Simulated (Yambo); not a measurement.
One stored BSE kernel of dimension 2304 for GaAl$_{3}$N$_{4}$ (space group P-43m, No. 215) (Yambo, PBEsol bands; 4×4×4 mesh, 9 valence and 4 conduction bands, static screening with 51 bands and a 3 Ry block, scissor 1.23 eV, Tamm-Dancoff; broadening 0.15 eV; field along x), solved in several ways.

| solver | iterations | largest change of Im ε (% of its maximum) | rough time |
|---|---|---|---|
| Haydock, threshold 2 % | 16 | 64 | within a factor of two |
| Haydock, threshold 0.5 % | 29 | 18 | within a factor of two |
| Haydock, threshold 0.1 % | 41 | 7.0 | within a factor of two |
| Haydock, threshold 0.005 % | 70 | 0.5 | 1 |
| SLEPc, lowest 10 states | – | no full spectrum | within a factor of two |
| SLEPc, lowest 60 states | – | no full spectrum | about 2× |
| full diagonalisation | – | reference | about 20× |

Haydock gives the spectrum without eigenstates, SLEPc the lowest states alone, full diagonalisation everything at a cost that grows as the cube of the dimension. Times include reading the kernel. Times are rough ratios from shared machines. Mesh and scissor weren't tested; the rows compare only with each other.

Spin-orbit coupling is not included.

Geometry of the Materials Project entry, not relaxed at this level; primitive cell a = b = c = 4.401 Å, α = β = γ = 90.00°.

The structure is a Materials Project entry; no match was found in the copy of COD used, and its stability was not checked.
